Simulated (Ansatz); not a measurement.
## Mn, beta-Sn type: geometry optimisation

Theory: Ansatz 0.2.0, DFT, BLYP, plane waves (420 eV) with PAW, scalar-relativistic. (PAW data from PBE, frozen cores regenerated.)

k-point mesh 14×14×10, Fermi-Dirac smearing 0.05 eV, starting moments 3.00 ×2 μB. Cell and atoms relax.

Starting structure:

```yaml
crystal:
  lattice:
    - [-2.2438589898, 2.2438589898, 1.2251470084]
    - [2.2438589898, -2.2438589898, 1.2251470084]
    - [2.2438589898, 2.2438589898, -1.2251470084]
  atoms:
    - { symbol: Mn, position: [0.0, 0.0, 0.0], spin: 3.0 }
    - { symbol: Mn, position: [0.75, 0.25, 0.5], spin: 3.0 }
hamiltonian:
  xc: blyp
  pseudopotentials:
    kind: paw
    azcp:
      Mn: "pseudopotentials/Mn.paw.azcp"
basis:
  ecutwfc: 420
  fft_grid_basis: typed
kpoints:
  mp_grid: { grid: [14, 14, 10], shift: [0, 0, 0] }
magnetization:
  spin_polarized: true
scf:
  occupations: { method: fermi_dirac, width: 0.05 }
relax:
  max_steps: 60
  f_tol: 0.01
  cell: {}
```

**Question.** The pressure at the start is 1.8 GPa. By how much does the volume change?

**Answer.** From 12.34 to 11.35 Å³ per atom, -8.0 %. The final cell has a = 2.437 Å, b = 4.628 Å, c = 8.051 Å.

The cell has left the beta-Sn structure type; it ends in Fddd.

**Question.** How much energy does the relaxation gain?

**Answer.** 400.6 meV per atom.

The k-point mesh keeps fewer symmetry operations than the starting structure has, so the cell can leave it.

**Question.** Which magnetic state does it end in?

**Answer.** ferromagnetic, net 0.62 μB per atom; moments 0.61 ×2 μB.
